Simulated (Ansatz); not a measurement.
Given:

ZnC6:
```
CELL_PARAMETERS angstrom
      4.26486     0.00000     0.00000
     -2.13243     3.69348     0.00000
      0.00000     0.00000     6.48820
ATOMIC_POSITIONS crystal
  C  0.33320 0.33320 0.00000
  C  0.66680 0.00000 0.00000
  C  0.00000 0.66680 0.00000
  C  0.33320 0.00000 0.00000
  C  0.66680 0.66680 0.00000
  C  0.00000 0.33320 0.00000
  Zn 0.00000 0.00000 0.50000
```

This is the PBE+D3(BJ)-relaxed structure.

**Question.** All from PBE+D3(BJ) in the plane-wave PAW code Ansatz, unless another level is named. Estimate the electronic character.

**Answer.** no gap, with almost no states at the Fermi level (zero-gap or semimetallic).

**Question.** Predict the formation energy from the elements (no fitted shifts).

**Answer.** 178 meV/atom.

Space group P6/mmm. The cell is a constructed one: a structure type filled with these elements; neither database checked (COD, Materials Project) lists it. Whether it is the stable phase at ambient conditions was not checked. The cell was relaxed with PBE+D3(BJ) under the symmetry of its start; of distortions, only those at the zone centre were tested. The references are the lowest solids computed at this level, not always the standard phases.

Potentials: the later of the program's two PAW sets.
